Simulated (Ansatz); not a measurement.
Put Sb3Se in Im-3m (No. 229): Sb on 6b; Se on 2a.

Theory: DFT PBE, scalar-relativistic, plane waves, PAW (Ansatz 0.2.0). Cutoff 420 eV, Γ-centred mesh, Gaussian smearing, no spin polarisation.

The zero of energy is the elements' standard structures at the same level; no fitted shifts are applied.

Question: Predict the relaxed structure.

Answer:

Space group Im-3m (No. 229). a = 6.120 Å, b = 6.120 Å, c = 6.120 Å, α = 90.00°, β = 90.00°, γ = 90.00°
```json
{"atom": "Sb", "site": "6b", "symmetry": "4/mm.m", "x": "0.5000", "y": "0.0000", "z": "0.0000"}
{"atom": "Se", "site": "2a", "symmetry": "m-3m", "x": "0.0000", "y": "0.0000", "z": "0.0000"}
```

Sb has 2 Se at 3.06 Å and 4 Sb at 3.06 Å; Se is surrounded by 6 Sb at 3.06 Å.

Question: Where does its energy lie, and is it a metal?

Answer: The energy over the elements is 0.00 eV/atom and the gap on the 12×12×12 mesh of the 4-atom cell is 0 eV (a metal). The formation energy is too near zero to say whether this cell lies below the elements.

The last run used Gaussian smearing of 0.10 eV. The k mesh leaves some 4 meV/atom of noise in the energy of each metallic cell. These runs have no spin–orbit coupling, which can matter for Sb. An odd number of electrons in the primitive cell allows no gap without spin; a larger cell or a magnetic state could open one. The reference form of Se is held partly by dispersion forces, which this level lacks. A structure relaxed within its symmetry needn't be a true minimum.
